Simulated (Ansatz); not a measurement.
Trial structure of Ti₂B₃, not yet relaxed:

```cif
data_structure
_symmetry_space_group_name_H-M 'Pn-3m:1'
_symmetry_Int_Tables_number 224
_cell_length_a 4.6822
_cell_length_b 4.6822
_cell_length_c 4.6822
_cell_angle_alpha 90.000
_cell_angle_beta 90.000
_cell_angle_gamma 90.000
_cell_volume 102.65
loop_
_atom_site_label
_atom_site_type_symbol
_atom_site_symmetry_multiplicity
_atom_site_Wyckoff_symbol
_atom_site_fract_x
_atom_site_fract_y
_atom_site_fract_z
_atom_site_occupancy
Ti1 Ti 4 b 0.25000 0.25000 0.25000 1
B1 B 6 d 0.00000 0.50000 0.50000 1
```

Level of theory: DFT PBE, scalar-relativistic, plane waves, PAW in Ansatz. Cutoff 420 eV; k points 4×4×4 on the computed 10-atom cell (Γ-centred); Gaussian smearing, width 0.10 eV; no spin polarisation.

Energies over the elements count from the elements' standard structures at the same level, with no fitted energy shifts.

Task: How far from equilibrium is it?

Result: The pressure is 42.6 GPa (it wants to expand), the largest force is 0.00 eV/Å (symmetry fixes the atoms), and the energy is +0.98 eV/atom against the elements. The shortest distance is 2.03 Å.

Task: Is it a good guess?

Result: A rough one: relaxing gains about 0.29 eV/atom (the start's value is from the coarse mesh, so the gain is rough) in 10 ionic steps and ends at +0.69 eV/atom on the finer mesh. The symmetry stays Pn-3m (No. 224). The volume per atom grows by 25.4 %, from 10.3 to 12.9 Å³. The shortest distance goes from 2.03 Å (Ti–B) to 2.19 Å (Ti–B). Conventional cell: a = 5.049 Å. Around Ti lie 6 B at 2.19 Å; B is surrounded by 4 Ti at 2.19 Å and 4 B at 2.52 Å.

The last run used an 8×8×8 mesh for its 10-atom cell and Gaussian smearing of 0.10 eV. The relaxation can't lower the symmetry of the start, and the grade says only how near the guess is to its own end. Symmetry constrained the relaxation, so the result can be a saddle point. Another cell of Ti2B3 relaxed alike, in P-4m2, lies 1.20 eV/atom lower, so this cell isn't the stable form at this level.
